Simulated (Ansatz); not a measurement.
Sc (hcp (Mg type)) was relaxed and computed twice in Ansatz (plane waves, PAW), once with PBEsol and once with r²SCAN+D4.

|  | run 1 | run 2 |
|---|---|---|
| cell | a = b = 3.2772 Å, c = 5.0820 Å, α = β = 90.00°, γ = 120.00° | a = 3.3209 Å, b = 3.3209 Å, c = 5.1745 Å, α = 90.00°, β = 90.00°, γ = 120.00° |

Which run used which functional?

Run 1 is PBEsol, run 2 is r²SCAN+D4.

All cells were relaxed under the symmetry of their starts (and spin orders); stability against distortions was not tested throughout. Rows with no word on spin ran without spin polarisation.

Potentials: the earlier of the program's two PAW sets.

Ansatz (a first-principles code) is a plane-wave DFT program.
